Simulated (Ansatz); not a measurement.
Sb, DFT, PBEsol, all-electron PAW with datasets made for the crystal, scalar-relativistic (Ansatz 0.2.0), run on 1 thread of Arm Neoverse V1 on a shared host.

The geometry is COD entry 9013009, unchecked; take it as a test cell. The listed cell was then made from it by scaling, straining or moving an atom.

Command: `ansatz run input.yaml --threads 1 --pin off --max-ram 3072MiB --backend cpu --events-out ev --progress --plain --runs-dir out`

```yaml
crystal:
  lattice:
    - [0.0, 2.3202653455, 2.3202653455]
    - [2.3202653455, 0.0, 2.3202653455]
    - [2.3202653455, 2.3202653455, 0.0]
  atoms:
    - { symbol: Sb, position: [0.0, 0.0, 0.0] }
kpoints:
  mp_grid: { grid: [14, 14, 14] }
scf:
  occupations: { method: fermi_dirac, width: 0.03 }
hamiltonian:
  xc: pbesol
  pseudopotentials: { kind: all_electron, datasets: crystal }
output:
  forces: true
  stress: true
  eigenvalues: true
  efg: { contact_densities: true }
```

Problem. How large is the problem that the program sets up?

Solution. 104 irreducible k-points, 137 plane waves at Γ, 7 bands.

Problem. Estimate the wall time and the peak memory.

Solution. 4.1 s of wall time for 7 SCF iterations, with a peak of 0.34 GiB. Times on shared machines scatter by tens of per cent.
